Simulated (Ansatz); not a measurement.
In2GaP3 as one 6-atom ordering (P3m1) on the zincblende lattice, relaxed with r2SCAN. It is trigonal, P3m1 (No. 156); conventional cell a = 4.071 Å, c = 10.000 Å, 23.92 Å³ an atom. Ga has 4 P at 2.36–2.46 Å; In has 4 P at 2.52–2.56 Å; In has 4 P at 2.52–2.54 Å; P has 3 Ga at 2.46 Å and 1 In at 2.56 Å; P has 4 In at 2.52–2.54 Å; P has 1 Ga at 2.36 Å and 3 In at 2.52 Å.

```
Ga In P
1.0
     4.07059    0.00000    0.00000
    -2.03529    3.52523    0.00000
     0.00000    0.00000    9.99974
Ga In P
1 2 3
Direct
  0.00000 0.00000 0.00091
  0.66667 0.33333 0.67367
  0.33333 0.66667 0.32749
  0.66667 0.33333 0.92956
  0.33333 0.66667 0.58186
  0.00000 0.00000 0.23652
```

4 runs of the plane-wave code Ansatz on this cell differ in the functional (and in the settings that go with it). Levels are in eV from each run's valence top; v1 is the last filled band, c1 the first empty one.

Run A, mean stress +1.9 GPa (compression positive):
```tsv
point	v5	v3	v1	c1	c2	c3
Γ	-0.66	-0.17	0.00	0.56	1.41	2.04
M	-2.51	-2.26	-1.35	1.60	1.90	2.54
K	-3.53	-1.90	-1.67	2.45	2.48	2.51
A	-1.20	-0.42	-0.22	0.94	1.98	2.16
L	-2.95	-1.96	-1.00	1.32	1.93	2.42
H	-3.18	-2.33	-2.16	3.53	3.60	3.66
```

Run B, mean stress 0.0 GPa (compression positive):
```tsv
point	v5	v3	v1	c1	c2	c3
Γ	-0.68	-0.16	0.00	0.95	1.80	2.42
M	-2.61	-2.31	-1.40	1.84	2.15	2.86
K	-3.65	-1.98	-1.73	2.74	2.77	2.79
A	-1.25	-0.43	-0.23	1.26	2.38	2.57
L	-3.06	-2.04	-1.04	1.64	2.21	2.69
H	-3.28	-2.42	-2.23	3.88	3.95	3.99
```

Run C, mean stress -0.2 GPa (compression positive):
```tsv
point	v5	v3	v1	c1	c2	c3
Γ	-0.74	-0.16	0.00	1.96	2.84	3.48
M	-2.79	-2.47	-1.51	2.88	3.27	3.97
K	-3.94	-2.11	-1.85	3.84	3.88	3.89
A	-1.31	-0.46	-0.25	2.33	3.42	3.63
L	-3.28	-2.20	-1.11	2.71	3.28	3.75
H	-3.54	-2.58	-2.39	5.10	5.15	5.19
```

Run D, mean stress 0.0 GPa (compression positive):
```tsv
point	v5	v3	v1	c1	c2	c3
Γ	-0.72	-0.16	0.00	1.35	2.20	2.83
M	-2.74	-2.42	-1.47	2.22	2.61	3.30
K	-3.85	-2.07	-1.82	3.18	3.21	3.23
A	-1.29	-0.45	-0.24	1.70	2.77	2.98
L	-3.21	-2.15	-1.09	2.06	2.62	3.09
H	-3.46	-2.52	-2.34	4.40	4.47	4.51
```

Problem. Match the runs to PBE, r2SCAN, HSE06, PBE0.

Solution. A is PBE, B is r2SCAN, C is PBE0, D is HSE06. In order of the gap: PBE 0.56, r2SCAN 0.95, HSE06 1.35, PBE0 1.96 eV.

No spin polarisation. The prototype was imposed, so other structures may be more stable.

No spin-orbit coupling is included; it can move band edges with weight on the heavy atoms by tenths of an eV.

The stress of a hybrid is loosely converged in these runs.

The meshes of the hybrids are coarse, so their gaps aren't converged to the digits shown.
